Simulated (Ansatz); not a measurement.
ZnS (wurtzite)

```
ZnS
1.0
    3.80703     0.00000     0.00000
   -1.90352     3.29699     0.00000
    0.00000     0.00000     6.24624
Zn S
2 2
Cartesian
  1.90352   1.09900   6.24467
  0.00000   2.19799   3.12155
  1.90352   1.09900   3.90671
  0.00000   2.19799   0.78360
```

This relaxed cell (volume V₀) is scaled evenly in all directions, its shape held. The atoms relax within the cell's symmetry.

Calculation: r2SCAN (plane waves to 500 eV, PAW, scalar-relativistic; Ansatz, a first-principles code). k mesh 10×10×6 (Γ-centred), Fermi-Dirac smearing 0.05 eV. The energy includes the smearing's −TS. With the shape held, the modulus is that of even scaling; a crystal free to change shape is softer. The PAW data are Ansatz's earlier set. ZnS was relaxed with its symmetry unable to fall. ΔE is measured from the relaxed starting cell.

```tsv
V (Å³/atom)	ΔE (meV/atom)
18.424	19.1
18.718	10.4
19.012	4.5
19.306	1.1
19.600	0.0
19.894	1.0
20.188	4.1
20.482	8.9
20.776	15.4
```

Task: What is the fitted pressure derivative B₀′?

Result: 4.3.

Task: What bulk modulus at fixed cell shape B₀ follows from a third-order Birch-Murnaghan fit?

Result: 77.7 GPa. Check by three points about V = 19.600 Å³/atom, step 0.294: d²E/dV² ≈ (1.1 − 2·0.0 + 1.0) meV / 0.294² = 0.0243 eV/Å⁶, and V·d²E/dV² × 160.2 = 76.3 GPa.

(A scan under strain: stresses follow from slopes of the energy per volume, elastic moduli from its curvatures.)
